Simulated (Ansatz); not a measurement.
Cs$_{2}$PbI$_{2}$Cl$_{2}$ in space group I4/mmm (No. 139; Cs on 4e, Pb on 2a, I on 4e, Cl on 4c) at seven volumes, the program Ansatz at the PBE level (PAW), shape and atoms relaxed at each. One row is withheld.

```csv
V (Å³/atom),P (GPa)
42.049,1.51
43.435,0.91
44.822,?
46.208,0.00
47.594,-0.33
48.980,-0.56
50.366,-0.69
```

Fit the shown pressures and predict the withheld one.

P = (3/2)B₀(x^(7/2) − x^(5/2))[1 + (3/4)(B′ − 4)(x − 1)] with x = (V₀/V)^(2/3). Least squares on the six rows gives V₀ = 46.175 Å³/atom, B₀ = 11.5 GPa, B′ = 7.61. At V = 44.822, x = 1.0200 and P = 0.38 GPa. The run itself gave 0.41 GPa.

The first step of the workflow began from a Materials Project structure, measured or hypothetical; the Crystallography Open Database copy checked does not list it. Whether it is the stable phase at ambient conditions was not checked. The PBE relaxation kept the symmetry of its start; whether a distortion lowers the energy is not shown. Spin–orbit coupling is left out wherever it is not named.

Potentials: the later of the program's two PAW sets.
